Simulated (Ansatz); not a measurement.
Relaxation of a randomly generated symmetric cell of Al (space group No. 191); 3 atoms in the cell, which starts as P6/mmm (No. 191), hP3; a = 4.9047 Å, b = 4.9047 Å, c = 2.7929 Å, α = 90.00°, β = 90.00°, γ = 120.00°. Calculation: PBE (plane waves to 420 eV, PAW, scalar-relativistic; Ansatz, a first-principles code). Γ-centred k-mesh 8×8×12 on the run's cell (coarser than for final values), Fermi–Dirac smearing 0.05 eV. This is the first round of the run. 

The optimiser's lines from the output (shortened; P is positive under compression):

```
relax step   1: F+E_penalty+E_count = -1610.35635657 eV  Δ(F+E_penalty+E_count) = +0.000e0 eV  max|allowed force component| = 2.630e-31 eV/Å  Δτ_max = 0.0000 Å  P = +14.443 GPa  Ω = 58.184 Å³  (6 SCF iters, dr2 threshold 1.00e-7 eV, accepted)
relax step   2: F+E_penalty+E_count = -1610.87385985 eV  Δ(F+E_penalty+E_count) = -5.175e-1 eV  max|allowed force component| = 6.136e-31 eV/Å  Δτ_max = 0.0000 Å  P = +5.185 GPa  Ω = 64.086 Å³  (5 SCF iters, dr2 threshold 3.00e-7 eV, accepted)
relax step   3: F+E_penalty+E_count = -1610.99609976 eV  Δ(F+E_penalty+E_count) = -1.222e-1 eV  max|allowed force component| = 5.259e-31 eV/Å  Δτ_max = 0.0000 Å  P = +1.634 GPa  Ω = 67.572 Å³  (5 SCF iters, dr2 threshold 3.00e-7 eV, accepted)
relax step   4: F+E_penalty+E_count = -1611.02611433 eV  Δ(F+E_penalty+E_count) = -3.001e-2 eV  max|allowed force component| = 3.068e-31 eV/Å  Δτ_max = 0.0000 Å  P = -0.333 GPa  Ω = 70.094 Å³  (5 SCF iters, dr2 threshold 3.00e-7 eV, accepted)
relax step   5: F+E_penalty+E_count = -1611.03294000 eV  Δ(F+E_penalty+E_count) = -6.826e-3 eV  max|allowed force component| = 4.383e-32 eV/Å  Δτ_max = 0.0000 Å  P = -0.389 GPa  Ω = 70.211 Å³  (5 SCF iters, dr2 threshold 3.00e-7 eV, accepted)
relax step   6: F+E_penalty+E_count = -1611.03448371 eV  Δ(F+E_penalty+E_count) = -1.544e-3 eV  max|allowed force component| = 2.191e-31 eV/Å  Δτ_max = 0.0000 Å  P = +0.168 GPa  Ω = 69.416 Å³  (4 SCF iters, dr2 threshold 3.00e-7 eV, accepted)
relax step   7: F+E_penalty+E_count = -1611.03491285 eV  Δ(F+E_penalty+E_count) = -4.291e-4 eV  max|allowed force component| = 4.383e-31 eV/Å  Δτ_max = 0.0000 Å  P = +0.087 GPa  Ω = 69.573 Å³  (4 SCF iters, dr2 threshold 1.97e-7 eV, accepted)
relax step   8: F+E_penalty+E_count = -1611.03494951 eV  Δ(F+E_penalty+E_count) = -3.666e-5 eV  max|allowed force component| = 3.068e-31 eV/Å  Δτ_max = 0.0000 Å  P = -0.011 GPa  Ω = 69.698 Å³  (3 SCF iters, dr2 threshold 7.79e-8 eV, accepted)
relax step   9: F+E_penalty+E_count = -1611.03495572 eV  Δ(F+E_penalty+E_count) = -6.218e-6 eV  max|allowed force component| = 1.753e-31 eV/Å  Δτ_max = 0.0000 Å  P = +0.001 GPa  Ω = 69.684 Å³  (3 SCF iters, dr2 threshold 3.53e-9 eV, accepted)
relax step  10: F+E_penalty+E_count = -1611.04139754 eV  Δ(F+E_penalty+E_count) = -6.442e-3 eV  max|allowed force component| = 2.630e-31 eV/Å  Δτ_max = 0.0000 Å  P = +0.099 GPa  Ω = 69.684 Å³  stress off target by 1.36e-1 GPa  SCF on the basis re-selected at this cell (its energy is not comparable with the rows above)  (6 SCF iters)
relax step  11: F+E_penalty+E_count = -1611.04144965 eV  Δ(F+E_penalty+E_count) = -5.211e-5 eV  max|allowed force component| = 1.315e-31 eV/Å  Δτ_max = 0.0000 Å  P = +0.007 GPa  Ω = 69.829 Å³  (3 SCF iters, dr2 threshold 4.64e-8 eV, accepted)
relax step  12: F+E_penalty+E_count = -1611.04147589 eV  Δ(F+E_penalty+E_count) = -2.625e-5 eV  max|allowed force component| = 3.506e-31 eV/Å  Δτ_max = 0.0000 Å  P = +0.007 GPa  Ω = 69.829 Å³  stress off target by 9.85e-3 GPa  SCF on the basis re-selected at this cell (its energy is not comparable with the rows above)  (5 SCF iters)
```

From the first to the last row the energy changes by -0.23 eV/atom and the volume by +20.0 %. The last row is marked as not comparable with the walk above it, whose basis was carried along; it does compare with step 1, since both stand on a basis selected at the nominal cutoff for their own cell.

Later rounds, restarted from the end of this one on a renewed k-mesh, logged 13 more steps and released under 0.01 eV/atom more. The final structure after all rounds: P6/mmm (No. 191), hP3; a = b = 5.436 Å, c = 2.722 Å, α = β = 90.00°, γ = 120.00°. Between re-selections the logged energies stand on a plane-wave basis carried along with the cell. No spin polarisation in the result.

The run could not lower the symmetry of its start; a shaken copy of this end point relaxes with PBE to C2/m (No. 12), 0.47 eV/atom lower.

The relaxed structure here is a generated cell of Al: the first start was made by a random draw of sites in a space group, and the end was not matched to a known phase here, so it may be hypothetical. Known forms of Al include space group No. 225.
